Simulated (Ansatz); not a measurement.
A trial cell of In2BAs3, before relaxation:

```cif
data_structure
_symmetry_space_group_name_H-M 'P 1'
_symmetry_Int_Tables_number 1
_cell_length_a 3.6815
_cell_length_b 3.6815
_cell_length_c 8.2571
_cell_angle_alpha 90.000
_cell_angle_beta 90.000
_cell_angle_gamma 90.000
_cell_volume 111.91
loop_
_atom_site_label
_atom_site_type_symbol
_atom_site_fract_x
_atom_site_fract_y
_atom_site_fract_z
_atom_site_occupancy
In1 In 0.50000 0.00000 0.73448 1
In2 In 0.00000 0.50000 0.26552 1
B1 B 0.50000 0.50000 0.00000 1
As1 As 0.50000 0.00000 0.38616 1
As2 As 0.00000 0.50000 0.61384 1
As3 As 0.00000 0.00000 0.00000 1
```

The calculation used DFT PBE, scalar-relativistic, plane waves, PAW (Ansatz 0.2.0). Cutoff 420 eV, Gaussian smearing, Γ-centred meshes. Cell and atoms relax first on a coarse mesh and then on a finer one. In between, the cell is made exact in the group found at 0.06 Å. In metals the finer mesh still leaves noise of several meV/atom or more. The steps can't lower the symmetry of their start. No spin polarisation.

A guess keeps its type if space group and coordination stay and the shape of the cell changes little (axis ratios within about 15 %, angles within 6°); the volume may change.

Task: Does it keep its structure type, or change into something else?

Result: It doesn't keep its type. The symmetry stays P-4m2 (No. 115). The volume per atom grows by 15.0 %, from 18.7 to 21.4 Å³. The shortest distance goes from 2.60 Å (B–As) to 2.29 Å (B–As). The ratio c/a of the conventional cell changes by a factor of 1.70. Counting neighbours within 15 % of an atom's shortest distance, the start has As 5/8, B 8, In 9 and the end As 4, B 4, In 8. In detail, at the end In is surrounded by 2 As at 3.09 Å, 2 B at 3.09 Å, 4 In at 3.23 Å and 4 As at 3.68 Å; around B lie 4 As at 2.29 Å and 4 In at 3.09 Å; around As on a site of symmetry 2mm lie 4 As at 2.62 Å; 1 more site not described.

```yaml
crystal:
  lattice:
    - [3.23218, 0.00000, 0.00000]
    - [0.00000, 3.23218, 0.00000]
    - [0.00000, 0.00000, 12.31845]
  atoms:
    - { symbol: In, position: [0.50000, 0.00000, 0.78646] }
    - { symbol: In, position: [0.00000, 0.50000, 0.21354] }
    - { symbol: B, position: [0.50000, 0.50000, 0.00000] }
    - { symbol: As, position: [0.50000, 0.00000, 0.44770] }
    - { symbol: As, position: [0.00000, 0.50000, 0.55230] }
    - { symbol: As, position: [0.00000, 0.00000, 0.00000] }
```

Formation energies are uncorrected and refer to the elements' standard structures at the same level.

Task: At what energy does it end?

Result: +0.45 eV/atom. The separate elements lie lower, so it is unstable against them.

The last run used a 12×12×4 mesh (in the run's order of axes) for its 6-atom cell and Gaussian smearing of 0.10 eV. Weakly bound directions are ill-defined at this level, which has no dispersion term. The reference form of As is held partly by dispersion forces, which this level lacks. A structure relaxed within its symmetry needn't be a true minimum.

In counts of neighbours, a slash parts the counts of unlike sites.
